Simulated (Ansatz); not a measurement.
**BiTe: an elastic constant from a strain scan**

Computed with DFT PBE, scalar-relativistic, plane waves, PAW (Ansatz). Settings: plane waves to 420 eV, k-mesh 14×14×14 (Γ-centred), Gaussian smearing 0.15 eV. Spin–orbit coupling is left out, which can shift energies with elements as heavy as these. No spin polarisation. Energies are free energies at this smearing, counted from the undisturbed cell; pressure is positive in compression.

Zero of the scan (as given, not relaxed at this level; it stands at 0.8 GPa, and it needn't be the usual structure):

```
CELL_PARAMETERS angstrom
0.00000 3.23500 3.23500
3.23500 0.00000 3.23500
3.23500 3.23500 0.00000
ATOMIC_POSITIONS crystal
Bi 0.00000 0.00000 0.00000
Te 0.50000 0.50000 0.50000
```

The cell is strained by ε times the Voigt pattern (1, 1, 0, 0, 0, 0) (xx, yy, zz, yz, xz, xy; engineering shear) with fractional coordinates fixed. The cell holds 2 atoms in V0 = 67.71 Å³. The stress column is τ = (1/V0) dE/dε, got from the stress tensor σ (compression positive) at each point as −det(1 + εP) σ : P(1 + εP)⁻¹, with P the pattern as a tensor.

| ε | ΔE (meV/atom) | τ (GPa) |
| --- | --- | --- |
| -0.0400 | 62.838 | -14.306 |
| -0.0300 | 36.674 | -10.532 |
| -0.0200 | 18.024 | -7.189 |
| -0.0100 | 6.028 | -4.218 |
| 0.0000 | 0.000 | -1.528 |
| 0.0100 | -0.601 | 0.920 |
| 0.0200 | 3.706 | 3.115 |
| 0.0300 | 12.384 | 5.061 |
| 0.0350 | 18.204 | 5.947 |
| 0.0400 | ? | ? |

Task: Which combination of elastic constants does this scan measure, and how large is it?

Result: For small ε, τ = τ0 + Kε with K = pᵀCp, which for this pattern is 2(C11 + C12) in the cubic axes. The parabola through τ at ε = -0.0100, 0 and 0.0100 has slope K = 257 GPa at zero. The energies per cell, E = NΔE, of the same two points give K = 2[E(ε₊)/ε₊ − E(ε₋)/ε₋]/[(ε₊ − ε₋)V0] = 257 GPa, in agreement.

Task: Predict the withheld row at ε = 0.0400 from the harmonic law, and compare.

Result: ΔE = V0(τ0 ε + Kε²/2)/N = 30.511 meV/atom and τ = 8.75 GPa. The calculation gives 24.931 meV/atom and 6.78 GPa: the energy lies 18 % below the harmonic value, as bonds soften when stretched.

In a metal these slopes depend on the k mesh and the smearing.